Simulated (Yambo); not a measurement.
```
CELL_PARAMETERS angstrom
      0.00000     2.68295     2.68295
      2.68295     0.00000     2.68295
      2.68295     2.68295     0.00000
ATOMIC_POSITIONS crystal
  Cl 0.50000 0.50000 0.50000
  Ag 0.00000 0.00000 0.00000
```

The PBEsol cell relaxed from Materials Project entry mp-22922 was given an isotropic strain of -1.5 % on all lattice vectors, and the atoms were relaxed again.

Q: Where are the main features of Im ε from RPA with local fields on PBEsol bands (Yambo; 14×14×14 mesh, 36 bands, 4 Ry local-field block, 0.2 eV broadening; field along x)?

A: Peaks at 5.0 eV (7.6), 8.5 eV (4.4), 10.4 eV (3.6), 12.8 eV (2.3), heights in brackets. Peak heights and small wiggles depend on the k mesh. Convergence of the RPA response with its 14×14×14 mesh was not tested. No excitonic effects at this level. 

Spin-orbit coupling is not included.
